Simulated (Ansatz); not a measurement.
MgO (rock salt)

```
CELL_PARAMETERS angstrom
      0.00000     2.10706     2.10706
      2.10706     0.00000     2.10706
      2.10706     2.10706     0.00000
ATOMIC_POSITIONS crystal
  O  0.00000 0.00000 0.00000
  Mg 0.50000 0.50000 0.50000
```

Grid over V/V₀ and (c/a)/(c/a)₀, subscript 0 meaning the relaxed cell; the conventional c axis lies along z; no internal relaxation.

Calculation: PBEsol (plane waves to 420 eV, PAW, scalar-relativistic; Ansatz, a program for electronic structure). k mesh 13×13×13 (Γ-centred), Fermi-Dirac smearing 0.05 eV. The energy includes the smearing's −TS. MgO was relaxed with its symmetry unable to fall.

Changes of ΔE (kJ/mol of atoms) from the point V/V₀ = 1.000, (c/a)/(c/a)₀ = 1.000 when one coordinate moves alone (two changes are said to add if the coupling is within 5 % of the smaller one, nearly so within 20 %):

```
point                               change
----------------------------------  ------
V/V₀ = 1.000, (c/a)/(c/a)₀ = 0.960   0.671
V/V₀ = 1.000, (c/a)/(c/a)₀ = 0.973   0.289
V/V₀ = 1.000, (c/a)/(c/a)₀ = 0.987   0.071
V/V₀ = 0.920, (c/a)/(c/a)₀ = 1.000   3.280
V/V₀ = 0.947, (c/a)/(c/a)₀ = 1.000   1.390
V/V₀ = 0.973, (c/a)/(c/a)₀ = 1.000   0.334
V/V₀ = 1.027, (c/a)/(c/a)₀ = 1.000   0.305
V/V₀ = 1.053, (c/a)/(c/a)₀ = 1.000   1.155
V/V₀ = 1.080, (c/a)/(c/a)₀ = 1.000   2.485
V/V₀ = 1.000, (c/a)/(c/a)₀ = 1.013   0.069
V/V₀ = 1.000, (c/a)/(c/a)₀ = 1.027   0.260
V/V₀ = 1.000, (c/a)/(c/a)₀ = 1.040   0.565
```

Task: What is the change at V/V₀ = 0.973, (c/a)/(c/a)₀ = 1.027, where both move, and how far is it from the sum?

Result: The sum of the single changes is 0.334 + (0.260) = 0.594; the calculation gives 0.623, so the coupling contributes 0.029 (under 20 % of the smaller single change, nearly additive).

Task: Do the two effects add at V/V₀ = 1.053, (c/a)/(c/a)₀ = 0.973? Give the computed change.

Result: The sum of the single changes is 1.155 + (0.289) = 1.444; the calculation gives 1.375, so the coupling contributes -0.069 (over 20 % of the smaller single change, not additive).

(Under strain, the slope of the energy per volume gives the stress and its curvature an elastic modulus.)
